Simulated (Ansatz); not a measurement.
The start is a generated cell, CsPbBr3 placed in the AFLOW prototype ABC3_hR10_161_a_a_b (as in LiNbO3). The structure is fully relaxed (lattice and positions, P = 0) with PBEsol (plane waves to 420 eV, PAW, scalar-relativistic; Ansatz, an electronic-structure program). First-step values are on the input's coarse k-mesh.

Ansatz input (later rounds restart from its end on a renewed k-mesh):
Ansatz 0.2 input:
```yaml
crystal:
  lattice:
    - [4.162203, 2.403049, 7.3280185]
    - [-4.162203, 2.403049, 7.3280185]
    - [0, -4.806098, 7.3280185]
  atoms:
    - { symbol: Cs, position: [0.2875, 0.2875, 0.2875] }
    - { symbol: Cs, position: [0.7875, 0.7875, 0.7875] }
    - { symbol: Pb, position: [0.0128, 0.0128, 0.0128] }
    - { symbol: Pb, position: [0.5128, 0.5128, 0.5128] }
    - { symbol: Br, position: [0.74643, 0.14093, 0.36263] }
    - { symbol: Br, position: [0.36263, 0.74643, 0.14093] }
    - { symbol: Br, position: [0.14093, 0.36263, 0.74643] }
    - { symbol: Br, position: [0.86263, 0.64093, 0.24643] }
    - { symbol: Br, position: [0.24643, 0.86263, 0.64093] }
    - { symbol: Br, position: [0.64093, 0.24643, 0.86263] }
basis: { ecutwfc: 420, ecutrho_ratio: 4, xc_grid: 2, fft_grid_basis: typed }
kpoints: { mp_grid: { grid: [4, 4, 4] } }
hamiltonian:
  xc: pbesol
  dispersion: none
  pseudopotentials: { kind: paw }
scf: { occupations: { method: fermi_dirac, width: 0.05 } }
relax: { f_tol: 0.01, max_steps: 100, cell: { stress_tol: 0.02 } }
output: { forces: true, stress: true }
```

* **Outcome**: The space group stays R3c (No. 161) (the run could not lower it), with 10 atoms in the primitive cell
* **Shortest distances (start → end)**: The closest pairs of elements (up to four, under 3.6 Å), start → end: Br–Pb 3.03 → 2.97 Å; Br–Cs 3.34 → 3.61 Å
* **Optimiser moves**: 8

Final structure:

```cif
data_Br18Cs6Pb6
_chemical_formula_sum 'Cs6 Pb6 Br18'
_space_group_name_H-M_alt 'R3c :H'
_space_group_IT_number 161
_space_group_name_Hall 'R 3 -2"c'
_cell_length_a 8.33128
_cell_length_b 8.33128
_cell_length_c 19.76397
_cell_angle_alpha 90.000
_cell_angle_beta 90.000
_cell_angle_gamma 120.000
loop_
_atom_site_label
_atom_site_type_symbol
_atom_site_symmetry_multiplicity
_atom_site_Wyckoff_symbol
_atom_site_fract_x
_atom_site_fract_y
_atom_site_fract_z
_atom_site_occupancy
Cs1 Cs 6 a 0.00000 0.00000 0.27114 1
Pb1 Pb 6 a 0.00000 0.00000 0.01035 1
Br1 Br 18 b 0.10293 0.34156 0.08960 1
```
(The calculation used a cell of 10 atoms; values per cell refer to that cell.)

Final values are on a 5×5×5 k-mesh of the relaxed cell. No spin polarisation in the result.

The run could not lose the symmetry of its start, so the end can be a saddle point.

The relaxed structure here is a generated cell of CsPbBr3: the first start was made by placing the elements on the sites of a structure type, and the end was not matched to a known phase here, so it may be hypothetical. Known forms of CsPbBr3 include space group No. 62, 221.
